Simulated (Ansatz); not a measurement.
The relaxed structure here is a generated cell of K: the first start was made by a random draw of sites in a space group, and the end was not matched to a known phase here, so it may be hypothetical. Known forms of K include space group No. 229.

A relaxed structure of K. Level of theory: PBE (plane waves to 420 eV, PAW, scalar-relativistic; Ansatz, a first-principles code).

```xyz
3
Lattice="0.0000 4.3094 7.7359 4.0926 0.0000 7.7359 4.0926 4.3094 0.0000" Properties=species:S:1:pos:R:3 pbc="T T T"
K      0.0000     0.0000     0.0000
K      0.0000     2.1547     3.8679
K      4.0926     2.1547     3.8679
```

Task: Determine the symmetry and give the standard cell with its independent sites.

Result: Space group Fmmm (No. 69); a = 8.185 Å, b = 8.619 Å, c = 15.472 Å, α = 90.00°, β = 90.00°, γ = 90.00°

```json
[
 {"atom": "K", "site": "4a", "symmetry": "mmm", "x": "0.0000", "y": "0.0000", "z": "0.0000"},
 {"atom": "K", "site": "8c", "symmetry": "2/m..", "x": "0.0000", "y": "0.2500", "z": "0.2500"}
]
```

Task: Give the shortest distances between elements (the closest pairs, up to four, under 3.6 Å).

Result: .

The volume per atom is 90.96 Å³ and the band gap is no gap (metallic).

No spin polarisation in the result.

The run could not lower the symmetry of its start; a shaken copy of this end point relaxes with PBE to P-1 (No. 2) at a tolerance of 0.01 Å, I4/mmm (No. 139) at 0.1 Å, 0.14 eV/atom lower.
